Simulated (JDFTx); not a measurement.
```yaml
surface: Ru(1 0 -1 0)
bulk: Ru, P6_3/mmc, lattice of mp-33 (not re-optimised)
slab: 6 atoms in 6 planes, 1x1, 5.5 Å between the outermost planes
in-plane cell: 2.708 × 4.268 Å, 11.56 Å²
cell_height: 21.5 Å
sampling: 8×6×1 k mesh, Fermi smearing 0.01 Ha, no spin polarisation
```

All numbers are PBE, GBRV ultrasoft potentials, plane waves to 20/100 Ha results from JDFTx (a modified build), not measurements. Vacuum. The outer atoms relax from bulk positions, keeping the cell's symmetry; the lattice is not PBE's own optimum in this code, and that strain can shift the moves by a few hundredths of an ångström. Input:

```
lattice \
  5.1170574511 0.0000000000 0.0000000000 \
  0.0000000000 8.0655400725 0.0000000000 \
  0.0000000000 0.0000000000 40.6291116795
coords-type Lattice
ion Ru 0.2500000000 0.7500000000 -0.1272507610 1
ion Ru 0.7500000000 0.2500000000 -0.0908934000 1
ion Ru 0.7500000000 0.7500000000 -0.0181786800 0
ion Ru 0.2500000000 0.2500000000 0.0181786800 0
ion Ru 0.2500000000 0.7500000000 0.0908934000 1
ion Ru 0.7500000000 0.2500000000 0.1272507610 1
ion-species pseudo/ru_pbe_v1.2.upf
elec-cutoff 20 100
elec-ex-corr gga-PBE
coulomb-interaction Slab 001
coulomb-truncation-embed 0 0 0
kpoint-folding 8 6 1
elec-smearing Fermi 0.01
lcao-params 10
elec-n-bands 61
electronic-scf nIterations 100 energyDiffThreshold 1e-07
ionic-minimize nIterations 10 energyDiffThreshold 1e-5 knormThreshold 4e-4
dump-name vac.$VAR
dump End State Ecomponents EigStats BandEigs Forces ElecDensity IonicPositions Fillings Kpoints Dtot
```

Problem. How far do the free atoms of the upper face move along the normal, and how much energy is released?

Solution. Ru (atom 6) -0.07 Å, Ru (atom 5) 0.02 Å (positive: outward). The free energy falls by 0.052 eV per cell, 36 mJ/m².
